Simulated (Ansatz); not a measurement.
Calculated ³³S NMR of the central transition for HfTl2PbS4

Cell: a refined structure from the COD, ions relaxed with PBE at fixed cell.

```xyz
16
Lattice="7.7348 -4.1128 0.0000 7.7348 4.1128 0.0000 -2.2140 0.0000 6.3345" Properties=species:S:1:pos:R:3 pbc="T T T"
Hf    7.1813   -3.1159    1.5836
Hf    6.0743    3.1159    4.7509
Tl   11.0767   -1.0361    1.4625
Tl    3.2859   -1.0361    1.7047
Tl    2.1789    1.0361    4.8720
Tl    9.9697    1.0361    4.6298
Pb    7.1813    1.0126    1.5836
Pb    6.0743   -1.0126    4.7509
S     9.2178   -3.2742    0.0222
S     5.1447   -3.2742    3.1451
S     4.0377    3.2742    6.3123
S     8.1108    3.2742    3.1895
S     8.3631   -1.3386    2.9360
S     5.9994   -1.3386    0.2313
S     4.8924    1.3386    3.3986
S     7.2561    1.3386    6.1032
```

Sites (sets of like atoms) are named by element and the number of their first atom in this list.

The numbers come from a DFT calculation in Ansatz (PBE, plane waves and PAW, scalar-relativistic, 420 eV cutoff, Γ-centred 4×4×5 k-points, Fermi–Dirac smearing 0.02 eV).

³³S has I = 3/2 and Q = -69.40 mb (Pyykkö 2018); at 11.7 T its Larmor frequency is ν₀ = 38.3 MHz. Only the quadrupole interaction is simulated: positions count from each site's isotropic chemical shift, and shift anisotropy, dipolar and J coupling are left out.

(1) What does the ³³S spectrum (static powder) show for each site?

Results:

(1) 

```tsv
site	first shell	C_Q (MHz)	η	P_Q (MHz)	δ_QIS (ppm)	breadth (kHz)
S9	2 Hf at 2.57–2.61 Å, 1 Pb at 2.93 Å, 3 Tl at 3.10–3.27 Å	-5.41	0.27	5.48	-512	124
S13	1 Hf at 2.53 Å; also 2 Pb at 2.94–2.96 Å, 3 Tl at 3.03–3.33 Å	5.49	0.61	5.82	-578	159
```

δ_QIS = −(ν_Q²/30ν₀²)[I(I+1) − 3/4](1 + η²/3) × 10⁶ ppm with ν_Q = 3|C_Q|/[2I(2I−1)]; it falls as 1/B₀² in ppm, and the breadth as 1/B₀ in kHz.

At S9 V_zz points along its one bond to Pb (within 4°). At S13 V_zz points along its bond to Hf (within 4°).

Without spin–orbit coupling the gradients at and beside Hf, Pb and Tl can be off by some per cent, at some sites by more.
